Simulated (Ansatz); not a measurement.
Crystals of one structure type (rock salt) and one family of elements, relaxed and computed with the program Ansatz at the HSE06 level (PAW).

```tsv
crystal	V (Å³/atom)	B₀ by P(V) fit (GPa)
GeSe	22.23	61.6
PbS	26.57	57.2
PbSe	29.37	50.8
SnTe	32.22	43.4
TePb	34.61	?
```

### Question
Fit a straight line to ln B₀ against ln V and predict the withheld value.

### Answer
Least squares on the 4 shown rows: ln B₀ = -0.91 × ln V + (6.977), with a scatter of 4 %. For TePb this gives 42.6. The run itself gave 42.2, within the scatter.

Not the usual ambient phase: GeSe, rock salt. All cells were relaxed under the symmetry of their starts (and spin orders); stability against distortions was not tested throughout. Spin–orbit coupling is left out wherever it is not named.

Potentials: the later of the program's two PAW sets.
